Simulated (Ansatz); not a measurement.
BP (zinc blende, F-43m), a = 4.4905 Å, b = 4.4905 Å, c = 4.4905 Å, α = 90.00°, β = 90.00°, γ = 90.00°; the cell used has 2 atoms.

Relaxed with LDA.

### Question
Give the optical modes at the zone centre with their infrared and Raman activity from DFPT, LDA (plane waves, PAW; program Ansatz).

### Answer
Transverse frequencies, without the LO–TO term; a row sums one degenerate level.

```csv
ω (cm⁻¹),degeneracy,IR ((D/Å)²/amu),Raman (Å⁴/amu),activity,symmetry
821,3,3.53,780,IR+Raman,T2
```

### Question
How high does the top mode go among those that the LO–TO term moves?

### Answer
828 cm⁻¹ for q along x.

The cell was relaxed with LDA under the symmetry of its start; phonons on a q-mesh show no instability.

Potentials: the later of the program's two PAW sets.
